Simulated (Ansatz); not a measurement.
Data:

V3Au:
```cif
data_AuV3
_chemical_formula_sum 'V3 Au1'
_space_group_name_H-M_alt 'P 1'
_space_group_IT_number 1
_cell_length_a 3.82105
_cell_length_b 3.82105
_cell_length_c 3.82105
_cell_angle_alpha 90.000
_cell_angle_beta 90.000
_cell_angle_gamma 90.000
loop_
_space_group_symop_operation_xyz
  'x, y, z'
loop_
_atom_site_label
_atom_site_type_symbol
_atom_site_fract_x
_atom_site_fract_y
_atom_site_fract_z
_atom_site_occupancy
V1 V 0.00000 0.50000 0.50000 1
V2 V 0.50000 0.00000 0.50000 1
V3 V 0.50000 0.50000 0.00000 1
Au1 Au 0.00000 0.00000 0.00000 1
```

This is the PBEsol-relaxed structure.

All from plane-wave PAW PBEsol (Ansatz code), unless another level is named. Give the bulk modulus (Birch–Murnaghan fit).

206 GPa.

And the highest zone-centre frequency?

276 cm^-1.

Space group Pm-3m (Cu3Au type). The workflow started from an entry of the Crystallography Open Database (COD). Whether it is the stable phase at ambient conditions was not checked. Symmetry was held in the PBEsol relaxation; of distortions, only those at the zone centre were tested. The workflow began spin-polarised and lost its moments. As this level gives no gap, phonon frequencies hold no LO–TO term and depend on the k-mesh and smearing (Fermi–Dirac, 0.1 eV here). On the denser mesh and wider smearing of the elastic run this cell carries a stress of 0.3 GPa. Scalar-relativistic: spin–orbit coupling is off unless named, which matters more the heavier the elements.

Potentials: the later of the program's two PAW sets.
